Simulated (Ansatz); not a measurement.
Collinear states of MoSe

These are results of DFT r2SCAN, scalar-relativistic, plane waves, PAW (Ansatz 0.2.0), not measurements.

```cif
data_structure
_symmetry_space_group_name_H-M 'P 1'
_symmetry_Int_Tables_number 1
_cell_length_a 4.0154
_cell_length_b 4.0154
_cell_length_c 4.0154
_cell_angle_alpha 60.000
_cell_angle_beta 60.000
_cell_angle_gamma 60.000
_cell_volume 45.78
loop_
_atom_site_label
_atom_site_type_symbol
_atom_site_fract_x
_atom_site_fract_y
_atom_site_fract_z
_atom_site_occupancy
Mo1 Mo 0.00000 0.00000 0.00000 1
Se1 Se 0.25000 0.25000 0.25000 1
```

- plane-wave cutoff: 500 eV
- Γ-centred k-mesh: 12×12×12
- occupation rule: Gaussian smearing, 0.1 eV
- list of starting moments (μB, in atom order): 2 0
- check for lower electronic states after the SCF: off

All runs keep this geometry, which isn't relaxed for the lowest state (largest force there 0.000 eV/Å, pressure -0.8 GPa) and needn't be a stable compound; relaxing each order would shift the differences by some 5 meV/atom, going by the pressures and a bulk modulus of about 150 GPa. A propagation vector, in units of the reciprocal vectors, doubles the cell, which takes an equally dense mesh. r2SCAN tends to overstate moments in metals, so a weak moment here may be absent in the real material. Site moments are spin moments in atom-centred spheres that scale with the neighbour distance. The states are those that the runs reached from these starts; a lower one can exist.

Question: Order the starts by the energy of the state that they reach, lowest first.
A. antiferromagnetic, doubled cell, propagation vector (0, 1/2, 1/2)
B. ferromagnetic
C. no spin

Answer: B (0.00 meV/atom), A (5.87 meV/atom), C (75.9 meV/atom).

| start | ends | energy above lowest (meV/atom) | site moments (μB) | gap on mesh (eV) | P (GPa) |
| --- | --- | --- | --- | --- | --- |
| no spin | non-magnetic | 75.9 | none over 0.05 | metal | -3.4 |
| ferromagnetic | ferromagnetic | 0.00 | Mo +0.96 | metal | -0.8 |
| antiferromagnetic, doubled cell, propagation vector (0, 1/2, 1/2) | antiferromagnetic | 5.87 | Mo +1.26, Mo -1.26 | metal | 0.9 |

Cost: 3 runs of about 4.5 core-minutes in all, on Arm Neoverse V2 (shared hosts).